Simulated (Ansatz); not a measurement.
Relaxed-ion elastic tensor of AlN (wurtzite, P6_3mc) in GPa (Voigt order), LDA (plane waves, PAW; program Ansatz); density 3.33 g/cm³, 10.21 Å³ per atom.

```
     1    2    3    4    5    6
-  ---  ---  ---  ---  ---  ---
1  396  143  112  0.0  0.0  0.0
2  143  396  112  0.0  0.0  0.0
3  112  112  370  0.0  0.0  0.0
4  0.0  0.0  0.0  116  0.0  0.0
5  0.0  0.0  0.0  0.0  116  0.0
6  0.0  0.0  0.0  0.0  0.0  126
```

Question: Is the crystal mechanically stable?

Answer: Yes: the smallest eigenvalue of C is 116 GPa.

Question: Work out the Voigt, Reuss and Hill averages.

Answer: K_V = 211, K_R = 210, K_H = 210; G_V = 125, G_R = 124, G_H = 124 GPa.

Question: Give Young's modulus, Poisson's ratio, Pugh's ratio and the universal anisotropy index.

Answer: E = 9KG/(3K + G) = 311 GPa; ν = 0.25; K/G = 1.69 (near the Pugh limit of 1.75, no verdict); A_U = 5G_V/G_R + K_V/K_R − 6 = 0.03.

Question: Estimate the sound speeds and the Debye temperature.

Answer: v_l = √((K + 4G/3)/ρ) = 10600 m/s, v_t = √(G/ρ) = 6100 m/s, mean 6780 m/s; Θ = (h/k)(3n/4πV)^(1/3) v_m = 930 K.

Question: Solve the Christoffel equation for the three sound speeds along x, y, z.

Answer: Eigenvalues of C_ijkl n_j n_l equal ρv² (piezoelectric stiffening left out). In km/s, slowest first: x 5.89, 6.16, 10.90; y 5.89, 6.16, 10.90; z 5.89, 5.89, 10.53.

Question: How much does each axis shrink under pressure?

Answer: Linear compressibilities β_i = Σ_j S_ij (j = 1 to 3): x 1.5, y 1.5, z 1.8 per TPa.

The cell was relaxed with LDA under the symmetry of its start; phonons on a q-mesh show no instability.

Potentials: the later of the program's two PAW sets.
